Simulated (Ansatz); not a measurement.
Values for one crystal, relaxed and computed with r²SCAN in the plane-wave PAW code Ansatz; other levels are named.

- Volume per atom = 38.56 Å³
- Electronic character = no gap, with almost no states at the Fermi level (zero-gap or semimetallic)
- Formation energy from the elements (no fitted shifts) = -0.085 eV/atom
- Bulk modulus (Birch–Murnaghan fit) = 36.0 GPa
- Gap with spin–orbit coupling = none (metallic)
- Density of states at the Fermi level = 0.00 states/eV per atom (mean over ±0.08 eV)
- Pressure derivative B′ = 4.8

Task: Which of these materials gives this?
A) InBi, zinc blende
B) GdNi2, cubic Laves (MgCu2 type)
C) SrIn2, P6_3/mmc (Sr on 2b, In on 4f)
D) In2Ag, I4/mcm (In on 8h, Ag on 4a)

Result: A, InBi, zinc blende

Space group F-43m (zinc blende). The workflow started from a Materials Project entry (that database holds measured and hypothetical structures alike); the Crystallography Open Database copy checked does not list it. COD files the formula under space group No. 129, so this cell is another polymorph or a model. With In and Bi taken as one species the cell has the higher symmetry Fd-3m, so it may be an ordered model of a mixed-site phase. Its standing as an ambient phase is unchecked. Symmetry was held in the r²SCAN relaxation; whether a distortion lowers the energy is not shown. The references are the lowest solids computed at this level, not always the standard phases. Spin–orbit coupling is left out wherever it is not named.

Potentials: the later of the program's two PAW sets.
